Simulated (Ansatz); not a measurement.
Ti$_{4}$AlN$_{3}$:
```
Ti4AlN3
1.0
    2.96225     0.00000     0.00000
   -1.48113     2.56539     0.00000
    0.00000     0.00000    23.26684
Ti Al N
8 2 6
Direct
  0.33333   0.66667   0.44627
  0.66667   0.33333   0.55373
  0.66667   0.33333   0.94627
  0.33333   0.66667   0.05373
  0.00000   0.00000   0.65397
  0.00000   0.00000   0.34603
  0.00000   0.00000   0.15397
  0.00000   0.00000   0.84603
  0.66667   0.33333   0.75000
  0.33333   0.66667   0.25000
  0.66667   0.33333   0.10545
  0.33333   0.66667   0.89455
  0.33333   0.66667   0.60545
  0.66667   0.33333   0.39455
  0.00000   0.00000   0.50000
  0.00000   0.00000   0.00000
```

Relaxed with PBEsol. Special points in fractions of this cell's reciprocal vectors: Γ (0.000, 0.000, 0.000); M (0.500, 0.000, 0.000); K (0.333, 0.333, 0.000); A (0.000, 0.000, 0.500); L (0.500, 0.000, 0.500); H (0.333, 0.333, 0.500).

List the band energies nearest the Fermi level at these points for PBEsol in the plane-wave PAW code Ansatz.

In eV from the Fermi level; about four levels below and three above (degenerate sets whole), none deeper than 8.9 eV; points with the same levels are listed once.

```
k                    below                above
-  -----------------------  -------------------
Γ  -0.28 -0.28 -0.28 -0.28  0.47 0.47 0.48 0.48
M  -1.20 -1.20 -1.12 -1.10       0.88 0.95 1.37
K  -1.27 -1.27 -0.39 -0.39  0.70 0.77 0.93 0.93
A  -0.28 -0.28 -0.28 -0.28  0.48 0.48 0.48 0.48
L  -1.20 -1.20 -1.11 -1.11  0.91 0.91 1.37 1.37
H  -1.27 -1.27 -0.39 -0.39  0.73 0.73 0.97 0.97
```

Space group P6_3/mmc. The first step of the workflow began from a Materials Project structure, measured or hypothetical; the Crystallography Open Database files this formula in space group No. 194, but the cells were not matched. Whether it is the stable phase at ambient conditions was not checked. The cell was relaxed with PBEsol under the symmetry of its start; its stability against distortions is not shown here. The run is not spin-polarised.

Potentials: the later of the program's two PAW sets.
